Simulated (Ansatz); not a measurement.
## Turning moments in Co

The cell (2 atoms) is Co as a test cell of our own (not relaxed).

```xyz
2
Lattice="2.4559 0.0000 0.0000 -1.2280 2.1269 0.0000 0.0000 0.0000 4.0105" Properties=species:S:1:pos:R:3 pbc="T T T"
Co    0.0000    1.4179    1.0026
Co    1.2280    0.7090    3.0079
```

Site labels below count the atoms in this order, from 1.

These are results of Ansatz, DFT, LDA, norm-conserving potentials, plane waves, scalar-relativistic, not measurements.

```
Plane-wave cutoff : 1306 eV
k-point mesh      : 4×4×3 (Γ-centred)
Occupations       : Fermi–Dirac smearing, 0.1 eV
Valence electrons : 34
```

Site vectors of these older runs were integrated over wider regions than atomic spheres, and need not add up to the total.

The mesh is coarse, so energy differences (and at times their sign) aren't converged.

Spins are non-collinear; moments are vectors (x, y, z) in μB. Without spin–orbit coupling a common rotation of all moments costs nothing, so only their relative directions matter.

By default the program goes on after convergence only on a hint of a lower state. With a search on, the program may also reshape the start on open shells.

Only this run was made, so its end need not be the lowest state of the cell.

Q: Start Co1 (-1.11, 0.67, 0.05), Co2 (-1.15, -0.10, 2.66); default search for lower states. What happens?

A: It converges in 19 iterations: sizes Co1 1.49, Co2 1.49 μB (all parallel), net moment 2.94 μB; the program warns that the starting moments weren't kept.
